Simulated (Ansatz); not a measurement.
A crystal relaxed with r2SCAN in the PAW code Ansatz has space group Imm2 (No. 44) and a = 4.009 Å, b = 12.026 Å, c = 5.674 Å.

```tsv
atom	site	x	y	z
P	4d	0.0000	0.3306	0.9999
Xx	4d	0.5000	0.3204	0.2326
Sb	2a	0.0000	0.0000	0.9985
Xx	2b	0.5000	0.0000	0.2863
```

With r2SCAN the valence top lies at Γ and the conduction bottom at S, 1.03 eV higher; the smallest vertical gap, at Γ, is 1.09 eV. HSE06 gives an indirect gap of 1.44 eV, from Γ to S; the least direct gap is 1.49 eV at Γ. Meshes: r2SCAN 8×8×8, HSE06 4×4×4.

Problem. Which element is Xx?
A. Ga
B. Tl
C. Al
D. B

Solution. A. Xx is Ga: Ga₃SbP₂ as one 6-atom ordering (Imm2) on the zincblende lattice. Around P lie 4 Ga at 2.37–2.40 Å; around Ga lie 3 P at 2.37–2.40 Å and 1 Sb at 2.63 Å; around Sb lie 4 Ga at 2.59–2.63 Å; around Ga lie 2 P at 2.37 Å and 2 Sb at 2.59 Å.

Simulation only: spin-unpolarised, and no claim that this is the phase found in nature.

No spin-orbit coupling is included; it can move band edges with weight on the heavy atoms by tenths of an eV.
